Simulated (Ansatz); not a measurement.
## Relaxing As

All numbers below come from DFT PBEsol, scalar-relativistic, plane waves, PAW in Ansatz 0.2.0. Cutoff 420 eV, Γ-centred k mesh, Gaussian smearing, no spin polarisation in the final step.

The start is a database structure of As, space group R-3m (No. 166).

```
CELL_PARAMETERS angstrom
1.87975 1.08527 3.48577
-1.87975 1.08527 3.48577
0.00000 -2.17055 3.48577
ATOMIC_POSITIONS crystal
As 0.22754 0.22754 0.22754
As 0.77246 0.77246 0.77246
```

Steps on the 18×18×18 mesh (2 atoms). 4 of 5 steps are shown, and the free energy counts from the last. Trial steps that were taken back and renewals of the plane-wave basis can be among the rows.

```tsv
step	ΔF (meV/atom)	V (Å³/atom)	P (GPa)	largest force component (eV/Å)
1	4.0	21.33	0.14	0.163
2	1.1	20.90	0.28	0.043
3	0.0	20.88	-0.14	0.035
5	0.0	20.85	0.04	0.001
```

A final relaxation ran on a 18×18×18 mesh. The relaxed crystal, R-3m (No. 166):

```
As
1.0
     1.89062    1.09155    3.36732
    -1.89062    1.09155    3.36732
     0.00000   -2.18310    3.36732
As
2
Cartesian
  0.0000 0.0000 2.3253
  0.0000 0.0000 7.7766
```

```yaml
Volume_per_atom: 20.85 Å³
Density: 5.97 g/cm³
Gap_on_the_18×18×18_mesh: 0 eV (a metal)
```

The final run used a 18×18×18 mesh on its 2-atom cell and 0.10 eV smearing.

Symmetry constrained the relaxation, so the result can be a saddle point.